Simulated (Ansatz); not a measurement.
# Equation of state of K2PbS2O8

A database entry relaxed whole under r2SCAN (R-3m):

```xyz
13
Lattice="2.7474 1.5862 6.9450 -2.7474 1.5862 6.9450 0.0000 -3.1725 6.9450" Properties=species:S:1:pos:R:3 pbc="T T T"
K     0.0000    0.0000   16.6291
K     0.0000    0.0000    4.2059
Pb    0.0000    0.0000    0.0000
S     0.0000    0.0000    8.3805
S     0.0000    0.0000   12.4545
O     0.0000    0.0000    6.9058
O     0.0000    0.0000   13.9292
O     1.2130    0.7004    8.8875
O    -1.2130    0.7004    8.8875
O     0.0000   -1.4007    8.8875
O     0.0000    1.4007   11.9475
O     1.2130   -0.7004   11.9475
O    -1.2130   -0.7004   11.9475
```

The cell was scaled uniformly, its shape held, and the atoms relaxed at each volume with plane-wave PAW DFT (Ansatz 0.2.0; r2SCAN, 500 eV, 6×6×6 Γ-centred mesh, fermi-dirac occupations of width 0.020 eV; no spin, no spin-orbit coupling). One row is withheld.

```json
{"volume (Å³/atom)": "13.131", "energy over the lowest (meV/atom)": "8.8", "pressure (GPa)": "3.62"}
{"volume (Å³/atom)": "13.411", "energy over the lowest (meV/atom)": "3.7", "pressure (GPa)": "2.23"}
{"volume (Å³/atom)": "13.690", "energy over the lowest (meV/atom)": "0.9", "pressure (GPa)": "1.03"}
{"volume (Å³/atom)": "13.969", "energy over the lowest (meV/atom)": "0.0", "pressure (GPa)": "0.00"}
{"volume (Å³/atom)": "14.249", "energy over the lowest (meV/atom)": "0.8", "pressure (GPa)": "-0.88"}
{"volume (Å³/atom)": "14.528", "energy over the lowest (meV/atom)": "?", "pressure (GPa)": "?"}
{"volume (Å³/atom)": "14.808", "energy over the lowest (meV/atom)": "6.4", "pressure (GPa)": "-2.26"}
```

Task: Fit the pressures of the other rows to the third-order Birch-Murnaghan form.

Result: With f = [(V₀/V)^(2/3) − 1]/2 and P = 3B₀f(1 + 2f)^(5/2)[1 + 3(B₀′ − 4)f/2], least squares gives V₀ = 13.97 Å³ an atom, B₀ = 47.4 GPa and B₀′ = 6.8; the rows miss the fit by less than 0.01 GPa. The slope of the energies differs from these pressures by less than 0.05 GPa.

Task: What does the withheld row hold?

Result: The fit gives -1.62 GPa at 14.528 Å³; the run gave -1.63 GPa and 3.0 meV an atom.

Caveats: the shape of the cell was held, so B₀ is an upper bound where the axes differ in stiffness; 0 K, fixed nuclei; the symmetry was kept, and this need not be the phase that is stable at 0 K; one mesh for all volumes; pressure is positive in compression.
